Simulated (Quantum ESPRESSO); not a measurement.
# Moving one atom in Si3BC3N

Calculated results; nothing here was measured. They come from pw.x of Quantum ESPRESSO 7.5, a plane-wave density functional program, with PseudoDojo standard norm-conserving files (v0.5 for PBE, v0.4.1 for LDA and PBEsol). The cells are made up: elements, strain and atom displacements were drawn at random, and nothing was relaxed. There is no spin polarisation, spin-orbit coupling or dispersion term.

The cell has 8 sites of a wurtzite lattice (rectangular cell). Sites 1 to 4 hold Si Si Si B; sites 5 to 8 hold C N C C. Cell vectors in Å: (3.065, 0.038, 0.038); (0.065, 5.242, -0.025); (0.063, -0.023, 4.926). Settings: PBE, cutoff 1143 eV, 6 x 4 x 4 k mesh shifted by half a step, Fermi-Dirac smearing of 0.025 eV.

Each run shifts the Si atom on site 2 along y and leaves all else fixed. Site 7 is one of its nearest neighbours. E is the free energy of the cell above the lowest run shown. The last column is band 17 less band 16 at Gamma, from a band step after each run.

```
run  shift (Å)  Fy on site 2 (eV/Å)  Fy on site 7 (eV/Å)  P (GPa)  E (meV)  level step at Gamma (eV)
  1    -0.1257                4.796               -2.537    -6.07    298.6                     1.980
  2    -0.1043                3.950               -2.083    -6.36    205.1                     2.015
  3    -0.0190                0.951               -0.675    -7.07      0.0                     2.052
  4     0.0499               -1.097                0.081    -7.17      6.8                     1.993
  6     0.0888               -2.122                0.387    -7.08     69.7                     1.940
  7     0.1094               -2.630                0.519    -6.99    118.7                     1.907
  5     0.0670                    ?                    ?        ?        ?                         ?
```

A rerun of one of these cells at 1437 eV and k mesh 8 x 6 x 6 moved values by no more than 0.003 eV in the cell's energy, 0.09 GPa in stress and 0.004 eV/Å in force.

## Worked fit

A parabola through the six runs shown gives Fy on site 2 = 0.355 - 30.97 u + 34.2 u² eV/Å, with u in Å and a scatter of 0.010 eV/Å. Minus the slope, 30.97 ± 0.27 eV/Å², is this atom's force constant along y at u = 0, with its periodic images moving too. The fitted force vanishes at u = 0.012 Å, where the energy should be lowest along this line. The error is the larger of the fit's own and the change that a cubic makes, rounded up.

## Withheld run

Question: what Fy on site 2 should run 5 give?

The fit gives -1.566 eV/Å. The calculation gave -1.559 eV/Å.

| run | shift (Å) | Fy on site 2 (eV/Å) | Fy on site 7 (eV/Å) | P (GPa) | E (meV) | level step at Gamma (eV) |
| --- | --- | --- | --- | --- | --- | --- |
| 5 | 0.0670 | -1.559 | 0.225 | -7.15 | 29.5 | 1.971 |